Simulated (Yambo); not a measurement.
Yambo run on CsBH4 (space group F-43m, No. 216). The wavefunctions are PBEsol (pw.x of Quantum ESPRESSO, ONCV potentials, scalar-relativistic) ones on a 4×4×4 mesh (8 occupied bands); a = b = c = 5.184 Å, α = β = γ = 60.00°.

Yambo input:

```
rim_cut
HF_and_locXC
RandQpts= 1000000
RandGvec= 1 Ry
EXXRLvcs= 76 Ry
VXCRLvcs= 304 Ry
% QPkrange
 1 | 1 | 8 | 9 |
 3 | 3 | 8 | 9 |
 7 | 7 | 8 | 9 |
 8 | 8 | 8 | 9 |
%
```

k points by index: 1 = Γ, 3 = L, 7 = X, 8 = W.

Table of the .hf output:

```
#    K-point    Band    Eo [eV]    Ehf [eV]    Vxc [eV]    Vnlxc [eV]
#
    1    8    -0.028789    -4.383761    -12.09638    -16.45135
    1    9    5.942320    9.764209    -7.027149    -3.205260
    3    8    -0.275925    -4.671860    -11.76955    -16.16549
    3    9    7.251672    10.79810    -6.294830    -2.748397
    7    8    -0.001302    -4.302536    -12.16918    -16.47042
    7    9    5.555597    9.206572    -6.588006    -2.937032
    8    8    0.000000    -4.283807    -12.16884    -16.45265
    8    9    6.731936    10.34104    -6.340352    -2.731252
```
Exchange alone, without screening.

Geometry of the Materials Project entry, not relaxed at this level.

The structure is a Materials Project entry; no match was found in the copy of COD used, and its stability was not checked.
